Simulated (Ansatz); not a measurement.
# Structure relaxation, CdSe

The start is a relaxed CdSe cell with every coordinate shifted by Gaussian noise of σ = 0.1 Å. A full variable-cell relaxation at zero pressure is run with PBEsol (plane waves to 420 eV, PAW, scalar-relativistic; Ansatz, a program for electronic structure). The first steps use a coarse 5×5×1 k-mesh.

Initial structure:
```yaml
crystal:
  lattice:
    - [4.30087, 0.00000, 0.00000]
    - [-2.15043, 3.72466, 0.00000]
    - [0.00000, 0.00000, 21.06390]
  atoms:
    - { symbol: Cd, position: [0.02007, 0.02575, 0.00588] }
    - { symbol: Cd, position: [0.98957, 0.00460, 0.49435] }
    - { symbol: Cd, position: [0.65801, 0.35265, 0.82927] }
    - { symbol: Cd, position: [0.37087, 0.67073, 0.33364] }
    - { symbol: Cd, position: [0.71883, 0.32412, 0.16888] }
    - { symbol: Cd, position: [0.28042, 0.62689, 0.67406] }
    - { symbol: Se, position: [0.02308, 0.99313, 0.87679] }
    - { symbol: Se, position: [0.96962, 0.95219, 0.37521] }
    - { symbol: Se, position: [0.63430, 0.36226, 0.71391] }
    - { symbol: Se, position: [0.29933, 0.65544, 0.20973] }
    - { symbol: Se, position: [0.65739, 0.27789, 0.04597] }
    - { symbol: Se, position: [0.36879, 0.70973, 0.54628] }
```

```yaml
energy_released: 0.11 eV/atom
Shortest distances (start → end): "The closest pairs of elements (up to four, under 3.6 Å), start → end: Cd–Se 2.33 → 2.63 Å"
optimiser_moves: 6
```

It ends as:

Space group P6₃mc (No. 186); a = b = 4.3012 Å, c = 21.0638 Å, α = β = 90.00°, γ = 120.00°

| atom | site | symmetry | x | y | z |
|---|---|---|---|---|---|
| Cd | 2a | 3m. | 0.0000 | 0.0000 | 0.0020 |
| Cd | 2b | 3m. | 0.3333 | 0.6667 | 0.3354 |
| Cd | 2b | 3m. | 0.6667 | 0.3333 | 0.1688 |
| Se | 2a | 3m. | 0.0000 | 0.0000 | 0.3768 |
| Se | 2b | 3m. | 0.3333 | 0.6667 | 0.2103 |
| Se | 2b | 3m. | 0.6667 | 0.3333 | 0.0437 |

Final values are on a 7×7×2 k-mesh of the relaxed cell. No spin polarisation in the result.

The first start was generated by placing the elements on the sites of a structure type. A measured structure of CdSe has the same space group, P6₃mc (No. 186); the sites were not compared with it.
